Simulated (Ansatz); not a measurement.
YOF:
```yaml
crystal:
  lattice:
    - [1.86881, 1.07896, 6.19108]
    - [-1.86881, 1.07896, 6.19108]
    - [0.00000, -2.15792, 6.19108]
  atoms:
    - { symbol: Y, position: [0.74180, 0.74180, 0.74180] }
    - { symbol: Y, position: [0.25820, 0.25820, 0.25820] }
    - { symbol: O, position: [0.62120, 0.62120, 0.62120] }
    - { symbol: O, position: [0.37880, 0.37880, 0.37880] }
    - { symbol: F, position: [0.13042, 0.13042, 0.13042] }
    - { symbol: F, position: [0.86958, 0.86958, 0.86958] }
```

Relaxed with LDA.

### Question
Give the optical modes at the zone centre with their infrared and Raman activity from DFPT, plane-wave PAW LDA (Ansatz code).

### Answer
Transverse frequencies, without the LO–TO term; a row sums one degenerate level.

```csv
ω (cm⁻¹),degeneracy,IR ((D/Å)²/amu),Raman (Å⁴/amu),activity,symmetry
140,2,0.00,4.1,Raman,Eg
242,2,26.48,0,IR,Eu
250,1,0.00,6.4,Raman,A1g
263,1,18.40,0,IR,A2u
316,2,0.00,5.1,Raman,Eg
364,1,0.00,0.29,Raman,A1g
431,2,31.17,0,IR,Eu
478,2,0.00,53,Raman,Eg
482,1,0.00,9.3,Raman,A1g
492,1,5.19,0,IR,A2u
```

### Question
How high does the top mode go among those that the LO–TO term moves?

### Answer
610 cm⁻¹ for q along x, 610 cm⁻¹ for q along y, 587 cm⁻¹ for q along z.

Space group R-3m. The workflow started from a Materials Project entry (that database holds measured and hypothetical structures alike); the Crystallography Open Database files this formula in space group No. 166, but the cells were not matched. Whether it is the stable phase at ambient conditions was not checked. The cell was relaxed with LDA under the symmetry of its start; of distortions, only those at the zone centre were tested. No spin polarisation was allowed.

Potentials: the later of the program's two PAW sets.
